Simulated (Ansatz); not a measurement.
Consider the following.

MnHg:
```yaml
crystal:
  lattice:
    - [0.00000, 3.31710, 3.31710]
    - [3.31710, 0.00000, 3.31710]
    - [3.31710, 3.31710, 0.00000]
  atoms:
    - { symbol: Hg, position: [0.25000, 0.25000, 0.25000] }
    - { symbol: Mn, position: [0.50000, 0.50000, 0.50000] }
    - { symbol: Hg, position: [0.75000, 0.75000, 0.75000] }
    - { symbol: Mn, position: [0.00000, 0.00000, 0.00000] }
```
The run is spin-polarised.

This is the r²SCAN-relaxed structure.

**Question.** All from the program Ansatz at the r²SCAN level (PAW), unless another level is named. Estimate the magnetic order.

**Answer.** antiferromagnetic.

**Question.** Next, the Bader charges?

**Answer.** Hg -0.80, Mn +0.80 e.

Space group Pm-3m (CsCl type). The workflow started from an entry of the Crystallography Open Database (COD), which files this formula under 2 space groups. Whether it is the stable phase at ambient conditions was not checked. The cell was relaxed with r²SCAN under the symmetry of its start, as lowered by the spin order; its stability against distortions is not shown here. The final state is antiferromagnetic, chosen from 3 collinear starts compared on coarse meshes (ties went to the first, and starts can fall back to one state), not a proven ground state. The program gave a warning on the electronic state, which may not be the lowest. Scalar-relativistic: spin–orbit coupling is off unless named, which matters more the heavier the elements.

Potentials: the later of the program's two PAW sets.
